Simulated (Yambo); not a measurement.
Yambo run on CsScS₂O₈ (space group P321, No. 150). The wavefunctions are PBEsol (pw.x of Quantum ESPRESSO, ONCV potentials, without SOC) ones on a 3×3×1 mesh (40 occupied bands); a = 5.2468 Å, b = 5.2468 Å, c = 8.8716 Å, α = 90.00°, β = 90.00°, γ = 120.00°.

Yambo input:

```
rim_cut
HF_and_locXC
RandQpts= 1000000
RandGvec= 1 Ry
EXXRLvcs= 84 Ry
VXCRLvcs= 336 Ry
% QPkrange
 1 | 1 | 40 | 41 |
 2 | 2 | 40 | 41 |
 3 | 3 | 40 | 41 |
%
```

k points by index: 1 = Γ, 2 = (0, 0.333, 0), 3 = K.

The o-*.hf file then holds:

```
#    K-point    Band    Eo [eV]    Ehf [eV]    Vxc [eV]    Vnlxc [eV]
#
    1    40    -0.055532    -5.781332    -19.81457    -25.54037
    1    41    4.232829    11.89171    -17.26991    -9.611033
    2    40    0.000000    -5.739563    -20.01129    -25.75086
    2    41    4.427561    12.35421    -17.65558    -9.728938
    3    40    -0.151123    -5.926245    -19.66703    -25.44215
    3    41    4.687505    12.64190    -18.18976    -10.23536
```
Exchange alone, without screening.

Geometry of the Materials Project entry, not relaxed at this level.

The structure is a Materials Project entry; no match was found in the copy of COD used, and its stability was not checked.
